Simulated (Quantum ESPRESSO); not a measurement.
## W2Mo2LiHf2Nb (one composition in several site orders)

Computed values, not a measurement. The program is pw.x of Quantum ESPRESSO 7.5 (plane-wave density functional theory). The cell is made up: eight metal atoms on a face-centred cubic lattice, with elements, volume, strain and displacements drawn at random and not relaxed, so it may be unstable or far from any real phase. PseudoDojo standard norm-conserving files set the functional (PBE unless stated); there is no spin polarisation or spin-orbit coupling, the Fermi-Dirac width of 0.25 eV means electrons at about 2900 K, and the masses in the input are unused placeholders. Heavy elements are run without spin-orbit coupling, which real alloys of them have. A spin test at this wide smearing found no moment, but such smearing suppresses magnetism that the real alloy may have.

The runs put one composition on the sites in different orders. Cell, positions, cutoff, mesh and smearing stay as in the input of run 1; sites are counted in its order. Stress in the tables is positive in tension.

Input of run 1:

```
&control calculation='scf', pseudo_dir='./dojo.nc.sr.pbe.v0_5.standard.upf', outdir='./o', disk_io='minimal', tprnfor=.true., tstress=.true. /
&system ibrav=0, nat=8, ntyp=5, nbnd=65, ecutwfc=82.02448710, nosym=.true., tot_charge=0,
 occupations='smearing', smearing='fd', degauss=0.0183746611
/
&electrons conv_thr=1.470e-08, electron_maxstep=70, mixing_beta=0.5 /
ATOMIC_SPECIES
Hf 1.0 Hf.upf
Li 1.0 Li.upf
Mo 1.0 Mo.upf
Nb 1.0 Nb.upf
W 1.0 W.upf
CELL_PARAMETERS angstrom
0.0101 -2.0176 -2.0463
1.9987 3.9835 -2.0048
7.9994 -3.988 4.005
ATOMIC_POSITIONS angstrom
W 0.0118 -0.0778 0.0449
Mo 3.954 -2.0753 2.0086
Li 3.9283 -0.0711 0.0327
Hf 8.0954 -2.0369 2.0287
Mo 1.9522 -2.0346 -0.0594
Nb 6.0696 -4.1032 2.0436
Hf 2.0459 0.0482 -2.1268
W 5.9749 -1.9774 0.0446
K_POINTS automatic
8 5 3 1 1 1
```

```
run  elements on sites 1 to 8  free energy less that of run 1 (eV)  -TS (eV)  pressure (GPa)  stress xx (GPa)  stress yy (GPa)  stress zz (GPa)  stress yz (GPa)  stress xz (GPa)  stress xy (GPa)  iterations
  1     W Mo Li Hf Mo Nb Hf W                                0.000    -1.754           19.19           -20.42           -17.40           -19.73            -0.37             0.28            -0.09          19
  2     Mo Hf Li Hf W W Nb Mo                               -0.656    -1.749           18.02           -17.94           -16.39           -19.73            -2.03             0.24             0.78          20
  3     W Hf W Mo Mo Nb Hf Li                               -0.529    -1.812           19.13           -16.19           -19.80           -21.40            -0.75            -1.32             1.24          20
  4     Mo W Mo W Li Nb Hf Hf                               -0.711    -1.824           16.56           -18.50           -13.94           -17.25            -1.63            -1.29             0.95          20
  5     Mo Hf Nb Hf Mo Li W W                               -0.858    -1.776           18.39           -16.76           -17.76           -20.64            -0.70            -1.07             0.12          19
  6     Mo Li W W Hf Hf Nb Mo                               -0.436    -1.779           19.52           -18.85           -18.97           -20.73            -1.23             2.20            -2.41          19
```

Forces Fx Fy Fz (eV/Å):

| site | run 1 | run 2 | run 3 | run 4 | run 5 | run 6 |
| --- | --- | --- | --- | --- | --- | --- |
| 1 | 1.80 1.32 -1.32 | 1.21 1.11 -1.06 | 0.23 1.22 -1.37 | 0.99 0.53 -0.63 | 1.07 1.10 -1.04 | 0.28 1.09 -1.20 |
| 2 | -0.19 0.08 -0.16 | -0.34 0.10 -0.07 | 0.11 -0.09 0.34 | -1.54 0.27 -0.32 | 1.18 -0.47 0.57 | 0.12 -0.01 0.13 |
| 3 | 0.40 -0.05 0.07 | -0.09 0.01 -0.01 | 0.45 -0.39 0.24 | -0.25 0.08 0.01 | -0.79 -0.01 -0.16 | 1.54 0.09 0.02 |
| 4 | -2.88 0.49 -0.45 | -2.59 0.20 -0.09 | -2.41 0.55 -0.47 | -1.23 0.06 0.10 | -2.45 0.22 -0.11 | -1.56 0.14 -0.09 |
| 5 | 1.76 0.09 -0.03 | 0.82 0.52 -0.47 | 1.36 0.76 -0.50 | 0.84 0.18 -0.04 | -0.29 0.41 -0.34 | 2.46 -0.10 0.22 |
| 6 | -1.24 0.69 -0.69 | -0.77 0.22 -0.40 | 0.25 -0.01 -0.01 | 0.45 0.92 -0.75 | -0.29 0.20 -0.12 | -0.99 0.92 -0.90 |
| 7 | 1.90 -2.77 2.78 | 1.76 -2.06 2.06 | -0.30 -1.74 1.77 | 0.89 -1.40 1.41 | 0.70 -1.33 1.22 | -1.31 -1.69 1.58 |
| 8 | -1.54 0.13 -0.20 | 0.01 -0.10 0.04 | 0.31 -0.29 0.00 | -0.14 -0.63 0.22 | 0.87 -0.12 -0.02 | -0.54 -0.43 0.24 |

The sites are displaced and not relaxed, so the energy differences mix bonding between neighbours with strain and are not ordering energies. A rerun of one cell of this series at a higher cutoff and on a denser mesh moved values by no more than 0.003 eV in energy, 0.07 GPa in stress and 0.009 eV/Å in force, and a second program with other atomic files agreed on that cell to 2 % rms in force and 0.5 GPa in pressure.